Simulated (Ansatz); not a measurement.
LiCl (rock salt, Fm-3m), PBE (plane waves, PAW; program Ansatz): ε∞ = 2.94, cell volume 34.15 Å³. Infrared-active transverse modes:

| ω_TO (cm⁻¹) | oscillator strength S_xx (e²/amu) |
|---|---|
| 167.0 | 0.2430 |

Problem. Compute the static dielectric constant.

Solution. Each mode adds (4.921e7/V) S/ω²: 12.55. So ε0 = 15.5.

Problem. What LO frequency does the Lyddane–Sachs–Teller relation give?

Solution. ω_LO = ω_TO √(ε0/ε∞) = 383 cm⁻¹.

The cell was relaxed with PBE under the symmetry of its start; phonons on a q-mesh show no instability.

Potentials: the later of the program's two PAW sets.
